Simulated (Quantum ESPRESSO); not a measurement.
Simulation results for Hf3ScIn2Mo2 (simulated cell)

Calculation on a made-up metal alloy cell, not a measurement: no spin or spin-orbit, unrelaxed, 2900 K smearing, stress positive in tension, cell energy less fitted offsets; periodic Kohn-Sham density functional theory in plane waves with PseudoDojo standard norm-conserving scalar-relativistic pseudopotentials, each functional with its own files (v0.5 for PBE, v0.4.1 for LDA and PBEsol), eight atoms on drawn sites of a strained close-packed or body-centred lattice, each displaced and held fixed; the energy is the cell's free energy, ions and the entropy term -TS included, at the stated Fermi-Dirac width, less a fixed offset for each atom's element (shifted free energy); compositions with an open d shell lost a parallel starting moment in a cheaper test run, and other magnetic orders were not tried; an error bar is the largest change of its kind in a tighter rerun, never given below 0.002 eV, 0.02 GPa or 0.003 eV/angstrom, and covers cutoff and k-mesh only, not smearing or the files. Program: Quantum ESPRESSO 7.5.

Common to all runs: lattice type face-centred cubic; functional pbe; cutoff 1088 eV; fermi dirac smearing 0.25 eV; electrons removed 0; run command mpirun -np 4 pw.x -nk 4 -in in; run processor AMD EPYC, Zen 5, virtual cores; k mesh 8 x 4 x 3 shifted half a step off Gamma on each axis.

Notes on all entries: heavy elements are run without spin-orbit coupling, which real alloys of them have; a spin test at this wide smearing found no moment, but such smearing suppresses magnetism that the real alloy may have; lattice, volume and sites are drawn at random and may be unstable or far from any real phase; energies are for the whole cell, less offsets fitted to these runs, so they are not formation energies.

(1) Hf3ScIn2Mo2 (simulated cell)

```xyz
8
Lattice="0.0000 -2.1811 -2.1811 -6.5433 -2.1811 0.0000 -2.1811 4.3622 -6.5433" Properties=species:S:1:pos:R:3 Hf3ScIn2Mo2
Sc     0.0123    -0.0685    -0.0575
Hf    -2.0969     2.2559    -4.4073
Hf    -2.2098    -0.0259    -2.1812
In    -4.4046     2.2116    -6.5602
Mo    -4.3900    -0.0160    -4.3750
Mo    -4.3623    -2.1335    -2.2178
Hf    -6.5240     0.0128    -6.5244
In    -6.5326    -2.2462    -4.4022
```

- entropy term negative ts: -1.82 eV
- pressure: -1.44 GPa
- stress xx: 1.6 GPa
- stress yy: 1.38 GPa
- stress zz: 1.33 GPa
- stress yz: -0.25 GPa
- stress xz: -0.48 GPa
- stress xy: 0.2 GPa
- shifted free energy: -0.425 eV

Atoms:
| atoms element | atom site | atom energy offset (eV) |
| --- | --- | --- |
| Sc | 1 | -1317.21 |
| Hf | 2 | -1535.13 |
| Hf | 3 | -1535.13 |
| In | 4 | -1808.02 |
| Mo | 5 | -1911.95 |
| Mo | 6 | -1911.95 |
| Hf | 7 | -1535.13 |
| In | 8 | -1808.02 |

Forces:
| site | x (eV/Å) | y (eV/Å) | z (eV/Å) |
| --- | --- | --- | --- |
| 1 | 0.308 | 0.571 | -0.189 |
| 2 | -1.069 | -0.804 | 0.77 |
| 3 | -1.447 | 0.396 | -0.599 |
| 4 | -0.102 | -0.109 | 0.005 |
| 5 | -0.064 | -0.208 | 0.258 |
| 6 | 0.303 | 0.019 | -0.202 |
| 7 | 1.326 | -0.012 | -0.195 |
| 8 | 0.745 | 0.147 | 0.153 |

Notes: error bars: energy 0.003 eV, stress 0.02 GPa, force 0.003 eV/Å, from a tighter rerun of this cell; 19 SCF iterations, 228 s of wall time on a shared machine.

(2) Hf3ScIn2Mo2 (simulated cell)

```xyz
8
Lattice="0.0000 -2.1811 -2.1811 -6.5433 -2.1811 0.0000 -2.1811 4.3622 -6.5433" Properties=species:S:1:pos:R:3 Hf3ScIn2Mo2
Sc     0.0123    -0.0685    -0.0575
Hf    -2.0969     2.2559    -4.4073
Mo    -2.2098    -0.0259    -2.1812
Hf    -4.4046     2.2116    -6.5602
In    -4.3900    -0.0160    -4.3750
Hf    -4.3623    -2.1335    -2.2178
Mo    -6.5240     0.0128    -6.5244
In    -6.5326    -2.2462    -4.4022
```

- entropy term negative ts: -1.797 eV
- pressure: -0.37 GPa
- stress xx: 0.37 GPa
- stress yy: 0.62 GPa
- stress zz: 0.11 GPa
- stress yz: -1.68 GPa
- stress xz: -0.59 GPa
- stress xy: 0.65 GPa
- shifted free energy: -0.285 eV

Atoms:
| atoms element | atom site | atom energy offset (eV) |
| --- | --- | --- |
| Sc | 1 | -1317.21 |
| Hf | 2 | -1535.13 |
| Mo | 3 | -1911.95 |
| Hf | 4 | -1535.13 |
| In | 5 | -1808.02 |
| Hf | 6 | -1535.13 |
| Mo | 7 | -1911.95 |
| In | 8 | -1808.02 |

Forces:
| site | x (eV/Å) | y (eV/Å) | z (eV/Å) |
| --- | --- | --- | --- |
| 1 | 0.074 | 0.337 | 0.02 |
| 2 | 0.222 | -0.352 | 0.249 |
| 3 | -0.145 | -0.223 | 0.083 |
| 4 | -0.54 | -0.145 | 0.051 |
| 5 | 0.656 | 0.481 | -0.44 |
| 6 | 0.653 | -0.306 | 0.015 |
| 7 | -0.002 | 0.231 | -0.364 |
| 8 | -0.918 | -0.024 | 0.386 |

Notes: error bars: energy 0.003 eV, stress 0.02 GPa, force 0.003 eV/Å, from a tighter rerun of a related cell, whose elements or sites may differ; 19 SCF iterations, 252 s of wall time on a shared machine.

(3) Hf3ScIn2Mo2 (simulated cell)

```xyz
8
Lattice="0.0000 -2.1811 -2.1811 -6.5433 -2.1811 0.0000 -2.1811 4.3622 -6.5433" Properties=species:S:1:pos:R:3 Hf3ScIn2Mo2
Sc     0.0123    -0.0685    -0.0575
Hf    -2.0969     2.2559    -4.4073
Mo    -2.2098    -0.0259    -2.1812
Hf    -4.4046     2.2116    -6.5602
In    -4.3900    -0.0160    -4.3750
Mo    -4.3623    -2.1335    -2.2178
In    -6.5240     0.0128    -6.5244
Hf    -6.5326    -2.2462    -4.4022
```

- entropy term negative ts: -1.838 eV
- pressure: -0.83 GPa
- stress xx: 1.43 GPa
- stress yy: 0.68 GPa
- stress zz: 0.39 GPa
- stress yz: -1.01 GPa
- stress xz: 0.19 GPa
- stress xy: -0.1 GPa
- shifted free energy: -0.306 eV

Atoms:
| atoms element | atom site | atom energy offset (eV) |
| --- | --- | --- |
| Sc | 1 | -1317.21 |
| Hf | 2 | -1535.13 |
| Mo | 3 | -1911.95 |
| Hf | 4 | -1535.13 |
| In | 5 | -1808.02 |
| Mo | 6 | -1911.95 |
| In | 7 | -1808.02 |
| Hf | 8 | -1535.13 |

Forces:
| site | x (eV/Å) | y (eV/Å) | z (eV/Å) |
| --- | --- | --- | --- |
| 1 | 0.176 | 0.804 | -0.493 |
| 2 | -0.884 | -0.894 | 0.797 |
| 3 | -0.239 | -0.193 | 0.102 |
| 4 | -0.67 | 0.653 | -0.725 |
| 5 | 1.22 | -0.257 | 0.232 |
| 6 | 0.648 | 0.196 | -0.305 |
| 7 | -0.225 | 0.463 | -0.638 |
| 8 | -0.028 | -0.773 | 1.03 |

Notes: error bars: energy 0.003 eV, stress 0.02 GPa, force 0.003 eV/Å, from a tighter rerun of a related cell, whose elements or sites may differ; 19 SCF iterations, 253 s of wall time on a shared machine.

(4) Hf3ScIn2Mo2 (simulated cell)

```xyz
8
Lattice="0.0000 -2.1811 -2.1811 -6.5433 -2.1811 0.0000 -2.1811 4.3622 -6.5433" Properties=species:S:1:pos:R:3 Hf3ScIn2Mo2
Mo     0.0123    -0.0685    -0.0575
In    -2.0969     2.2559    -4.4073
Hf    -2.2098    -0.0259    -2.1812
Mo    -4.4046     2.2116    -6.5602
In    -4.3900    -0.0160    -4.3750
Sc    -4.3623    -2.1335    -2.2178
Hf    -6.5240     0.0128    -6.5244
Hf    -6.5326    -2.2462    -4.4022
```

- entropy term negative ts: -1.915 eV
- pressure: -0.53 GPa
- stress xx: 1.12 GPa
- stress yy: 0.35 GPa
- stress zz: 0.11 GPa
- stress yz: -1.05 GPa
- stress xz: 0.61 GPa
- stress xy: -0.46 GPa
- shifted free energy: -0.0004176 eV

Atoms:
| atoms element | atom site | atom energy offset (eV) |
| --- | --- | --- |
| Mo | 1 | -1911.95 |
| In | 2 | -1808.02 |
| Hf | 3 | -1535.13 |
| Mo | 4 | -1911.95 |
| In | 5 | -1808.02 |
| Sc | 6 | -1317.21 |
| Hf | 7 | -1535.13 |
| Hf | 8 | -1535.13 |

Forces:
| site | x (eV/Å) | y (eV/Å) | z (eV/Å) |
| --- | --- | --- | --- |
| 1 | -0.554 | 0.058 | 0.027 |
| 2 | -0.932 | 0.098 | -0.227 |
| 3 | 1.062 | -0.52 | 0.396 |
| 4 | 0.602 | 0.282 | -0.229 |
| 5 | 0.165 | 0.228 | -0.235 |
| 6 | -0.083 | -1.087 | 0.814 |
| 7 | 0.227 | 1.132 | -1.187 |
| 8 | -0.488 | -0.19 | 0.641 |

Notes: error bars: energy 0.003 eV, stress 0.02 GPa, force 0.003 eV/Å, from a tighter rerun of a related cell, whose elements or sites may differ; 19 SCF iterations, 254 s of wall time on a shared machine.

(5) Hf3ScIn2Mo2 (simulated cell)

```xyz
8
Lattice="0.0000 -2.1811 -2.1811 -6.5433 -2.1811 0.0000 -2.1811 4.3622 -6.5433" Properties=species:S:1:pos:R:3 Hf3ScIn2Mo2
Sc     0.0123    -0.0685    -0.0575
Hf    -2.0969     2.2559    -4.4073
Mo    -2.2098    -0.0259    -2.1812
Hf    -4.4046     2.2116    -6.5602
In    -4.3900    -0.0160    -4.3750
In    -4.3623    -2.1335    -2.2178
Mo    -6.5240     0.0128    -6.5244
Hf    -6.5326    -2.2462    -4.4022
```

* entropy term negative ts: -1.704 eV
* pressure: -1.18 GPa
* stress xx: 0.47 GPa
* stress yy: 1.56 GPa
* stress zz: 1.5 GPa
* stress yz: -0.36 GPa
* stress xz: -1.29 GPa
* stress xy: 1.61 GPa
* shifted free energy: -0.652 eV

Atoms:
| atoms element | atom site | atom energy offset (eV) |
| --- | --- | --- |
| Sc | 1 | -1317.21 |
| Hf | 2 | -1535.13 |
| Mo | 3 | -1911.95 |
| Hf | 4 | -1535.13 |
| In | 5 | -1808.02 |
| In | 6 | -1808.02 |
| Mo | 7 | -1911.95 |
| Hf | 8 | -1535.13 |

Forces:
| site | x (eV/Å) | y (eV/Å) | z (eV/Å) |
| --- | --- | --- | --- |
| 1 | 0.335 | 0.513 | -0.22 |
| 2 | -0.122 | -0.351 | 0.257 |
| 3 | 0.37 | 0.248 | -0.277 |
| 4 | -0.805 | -0.024 | -0.082 |
| 5 | 0.487 | 0.488 | -0.51 |
| 6 | 0.396 | -0.481 | 0.194 |
| 7 | 0.184 | -0.471 | 0.413 |
| 8 | -0.844 | 0.079 | 0.224 |

Notes: error bars: energy 0.003 eV, stress 0.02 GPa, force 0.003 eV/Å, from a tighter rerun of a related cell, whose elements or sites may differ; 17 SCF iterations, 232 s of wall time on a shared machine.
